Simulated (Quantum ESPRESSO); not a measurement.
## NbHf3O7N (input and log of a self-consistent run)

A calculation, not a measurement. The program is pw.x of Quantum ESPRESSO 7.5 (plane-wave density functional theory). The cell is made up: 12 atoms on a rutile lattice, with randomly drawn elements, strain and displacements, not relaxed. PseudoDojo standard norm-conserving files (v0.5 for PBE, v0.4.1 for LDA and PBEsol) set the functional; there is no spin polarisation, spin-orbit coupling or dispersion term, and the masses in the input are unused placeholders.

The hafnium pseudopotential is less sure than the others, with forces about 3 percent (worst 6) and pressure in oxides about 1.5 GPa (worst 2.7) from a second method in checks, which no rerun with the same files tests.

Input:

```
&control calculation='scf', pseudo_dir='./dojo.nc.sr.pbe.v0_5.standard.upf', outdir='./o', disk_io='low', tprnfor=.true., tstress=.true. /
&system ibrav=0, nat=12, ntyp=4, nbnd=54, ecutwfc=84.00895049, nosym=.true., tot_charge=0,
 occupations='smearing', smearing='fd', degauss=0.0018374661
/
&electrons conv_thr=7.350e-09, electron_maxstep=60, /
ATOMIC_SPECIES
Hf 1.0 Hf.upf
N 1.0 N.upf
Nb 1.0 Nb.upf
O 1.0 O.upf
CELL_PARAMETERS angstrom
4.8 0.0049 -0.0194
0.0049 4.891 0.0122
-0.0257 0.0161 6.4882
ATOMIC_POSITIONS angstrom
Nb 0.0862 -0.2004 -0.0777
Hf 2.4315 2.5457 1.7282
Hf -0.1143 0.0844 3.2653
Hf 2.3057 2.477 4.8058
O 1.4412 1.3846 -0.108
O 3.3878 3.3717 0.0941
O 3.8776 0.9368 1.5932
O 0.7875 3.9458 1.5863
O 1.4891 1.6296 3.1804
O 3.2312 3.3667 3.2928
O 3.6231 0.925 4.9181
N 0.9589 3.9795 4.8679
K_POINTS automatic
5 5 4 1 1 1
```

The log is shortened where brackets say so; the opening notice, blank lines, dates and the lines on written files are dropped, and the path of the files is cut. It prints rydbergs, bohrs and kilobars, and counts compression as positive stress. With no partly filled state, the Fermi energy that it prints is only some level between the filled and the empty states on the mesh, and need not lie in the true gap.

```
     Program PWSCF v.7.5
     Parallel version (MPI & OpenMP), running on       4 processor cores
     Number of MPI processes:                 4
     Threads/MPI process:                     1
     [start-up lines left out]
     bravais-lattice index     =            0
     lattice parameter (alat)  =       9.0708  a.u.
     unit-cell volume          =    1027.8971 (a.u.)^3
     number of atoms/cell      =           12
     number of atomic types    =            4
     number of electrons       =        96.00
     number of Kohn-Sham states=           54
     kinetic-energy cutoff     =      84.0090  Ry
     charge density cutoff     =     336.0358  Ry
     scf convergence threshold =      7.3E-09
     mixing beta               =       0.7000
     number of iterations used =            8  plain     mixing
     Exchange-correlation= PBE
                           (   1   4   3   4   0   0   0)
     [axes and pseudopotential details left out]
   Cartesian axes
     site n.     atom                  positions (alat units)
         1        Nb     tau(   1) = (   0.0179582  -0.0417496  -0.0161874  )
         2        Hf     tau(   2) = (   0.5065581   0.5303496   0.3600385  )
         3        Hf     tau(   3) = (  -0.0238123   0.0175832   0.6802649  )
         4        Hf     tau(   4) = (   0.4803500   0.5160372   1.0011996  )
         5        O      tau(   5) = (   0.3002474   0.2884558  -0.0224998  )
         6        O      tau(   6) = (   0.7057855   0.7024314   0.0196040  )
         7        O      tau(   7) = (   0.8078263   0.1951650   0.3319138  )
         8        O      tau(   8) = (   0.1640611   0.8220345   0.3304763  )
         9        O      tau(   9) = (   0.3102265   0.3394971   0.6625776  )
        10        O      tau(  10) = (   0.6731608   0.7013897   0.6859940  )
        11        O      tau(  11) = (   0.7548059   0.1927067   1.0245953  )
        12        N      tau(  12) = (   0.1997691   0.8290553   1.0141370  )
     number of k points=    50  Fermi-Dirac smearing, width (Ry)=  0.0018
                       cart. coord. in units 2pi/alat
        k(    1) = (   0.1002754   0.0978088   0.0926309), wk =   0.0400000
        k(    2) = (   0.1010234   0.0973467   0.2775877), wk =   0.0400000
     [further k points left out]
     Dense  grid:   106909 G-vectors     FFT dimensions: (  54,  54,  72)
     Estimated max dynamical RAM per process >     325.17 MB
     Estimated total dynamical RAM >       1.19 GB
     Initial potential from superposition of free atoms
     starting charge      95.9921, renormalised to      96.0000
     Starting wfcs are   72 randomized atomic wfcs
     total cpu time spent up to now is        4.2 secs
     per-process dynamical memory:   247.9 Mb
     Self-consistent Calculation
     iteration #  1     ecut=    84.01 Ry     beta= 0.70
     Davidson diagonalization with overlap
     ethr =  1.00E-02,  avg # of iterations =  2.0
     total cpu time spent up to now is       10.9 secs
     total energy              =    -713.76271270 Ry
     estimated scf accuracy    <       5.81099407 Ry
     iteration #  2     ecut=    84.01 Ry     beta= 0.70
     Davidson diagonalization with overlap
     ethr =  6.05E-03,  avg # of iterations =  5.8
     total cpu time spent up to now is       21.7 secs
     total energy              =    -711.63681188 Ry
     estimated scf accuracy    <      25.89675163 Ry
     iteration #  3     ecut=    84.01 Ry     beta= 0.70
     Davidson diagonalization with overlap
     ethr =  6.05E-03,  avg # of iterations =  4.3
     total cpu time spent up to now is       30.6 secs
     total energy              =    -716.49053071 Ry
     estimated scf accuracy    <       2.52230312 Ry
     iteration #  4     ecut=    84.01 Ry     beta= 0.70
     Davidson diagonalization with overlap
     ethr =  2.63E-03,  avg # of iterations =  2.0
     total cpu time spent up to now is       37.5 secs
     total energy              =    -716.73676557 Ry
     estimated scf accuracy    <       0.44389344 Ry
     iteration #  5     ecut=    84.01 Ry     beta= 0.70
     Davidson diagonalization with overlap
     ethr =  4.62E-04,  avg # of iterations =  3.0
     total cpu time spent up to now is       44.6 secs
     total energy              =    -716.71919740 Ry
     estimated scf accuracy    <       0.20387842 Ry
     [iterations 6 to 12 left out]
     iteration # 13     ecut=    84.01 Ry     beta= 0.70
     Davidson diagonalization with overlap
     ethr =  9.91E-09,  avg # of iterations =  3.6
     total cpu time spent up to now is      108.9 secs
     total energy              =    -716.74464110 Ry
     estimated scf accuracy    <       0.00000088 Ry
     iteration # 14     ecut=    84.01 Ry     beta= 0.70
     Davidson diagonalization with overlap
     ethr =  9.17E-10,  avg # of iterations =  3.9
     total cpu time spent up to now is      116.8 secs
     total energy              =    -716.74464118 Ry
     estimated scf accuracy    <       0.00000040 Ry
     iteration # 15     ecut=    84.01 Ry     beta= 0.70
     Davidson diagonalization with overlap
     ethr =  4.18E-10,  avg # of iterations =  2.7
     total cpu time spent up to now is      124.0 secs
     total energy              =    -716.74464124 Ry
     estimated scf accuracy    <       0.00000003 Ry
     iteration # 16     ecut=    84.01 Ry     beta= 0.70
     Davidson diagonalization with overlap
     ethr =  2.92E-11,  avg # of iterations =  5.0
     total cpu time spent up to now is      134.0 secs
     total energy              =    -716.74464125 Ry
     estimated scf accuracy    <       0.00000003 Ry
     iteration # 17     ecut=    84.01 Ry     beta= 0.70
     Davidson diagonalization with overlap
     ethr =  2.92E-11,  avg # of iterations =  2.0
     total cpu time spent up to now is      140.7 secs
     End of self-consistent calculation
          k = 0.1003 0.0978 0.0926 ( 13367 PWs)   bands (ev):
   -51.7120 -51.4137 -50.7950 -45.4310 -21.6976 -21.4922 -21.4731 -20.5307
   -20.4225 -20.3992 -20.3284 -20.2281 -20.0749 -19.6508 -19.6147 -19.5835
    -8.2908  -7.7517  -7.6527  -6.8627  -6.7887  -6.6567  -6.1426  -2.2061
     3.9011   4.2586   4.8563   5.0660   5.1342   5.3328   5.5047   5.7802
     6.0082   6.2605   6.4410   6.7056   6.9370   7.2912   7.4402   7.5863
     7.7368   7.8971   8.1938   8.3170   8.7207   8.9337   9.0851   9.6248
    12.4723  12.6952  13.0661  13.7971  13.9783  14.1322
     [levels at the other k points left out]
     the Fermi energy is    10.6023 ev
!    total energy              =    -716.74464126 Ry
     estimated scf accuracy    <          1.9E-09 Ry
     smearing contrib. (-TS)   =       0.00000000 Ry
     internal energy E=F+TS    =    -716.74464126 Ry
     The total energy is F=E-TS. E is the sum of the following terms:
     one-electron contribution =    -181.00072515 Ry
     hartree contribution      =     139.42558503 Ry
     xc contribution           =    -176.57288184 Ry
     ewald contribution        =    -498.59661930 Ry
     convergence has been achieved in  17 iterations
     Forces acting on atoms (cartesian axes, Ry/au):
     atom    1 type  3   force =     0.01258160    0.06204502   -0.04663635
     atom    2 type  1   force =     0.00253221   -0.05475438   -0.13773826
     atom    3 type  1   force =    -0.00058097    0.01707474    0.01104775
     atom    4 type  1   force =     0.00075624   -0.04447423    0.12657343
     atom    5 type  4   force =    -0.03621243   -0.00086935    0.04363526
     atom    6 type  4   force =    -0.00094480    0.01705598   -0.03261959
     atom    7 type  4   force =    -0.03192928    0.02833050    0.01266280
     atom    8 type  4   force =     0.04264816   -0.01941802    0.02623872
     atom    9 type  4   force =    -0.08770853   -0.08575326    0.01605979
     atom   10 type  4   force =     0.09222310    0.08123534   -0.02626526
     atom   11 type  4   force =     0.09693053   -0.06216820   -0.02329799
     atom   12 type  2   force =    -0.09029583    0.06169585    0.03033972
     Total force =     0.337332     Total SCF correction =     0.000066
     Computing stress (Cartesian axis) and pressure
          total   stress  (Ry/bohr**3)                   (kbar)     P=       16.45
   0.00015712  -0.00009641   0.00004283           23.11      -14.18        6.30
  -0.00009641   0.00006806  -0.00013371          -14.18       10.01      -19.67
   0.00004283  -0.00013371   0.00011035            6.30      -19.67       16.23
     init_run     :      3.96s CPU      4.08s WALL (       1 calls)
     electrons    :    136.23s CPU    136.55s WALL (       1 calls)
     forces       :      1.61s CPU      1.62s WALL (       1 calls)
     stress       :      5.44s CPU      5.55s WALL (       1 calls)
     [timing details left out]
     PWSCF        :   2m27.41s CPU   2m27.99s WALL
     JOB DONE.
```

In other units: free energy -9751.808 eV for the cell, pressure 1.65 GPa, largest force component 3.541 eV/Å. A rerun of this cell at a cutoff of 1467 eV and k mesh 7 x 7 x 6 moved values by no more than 0.004 eV in energy, 0.03 GPa in stress and 0.003 eV/Å in force.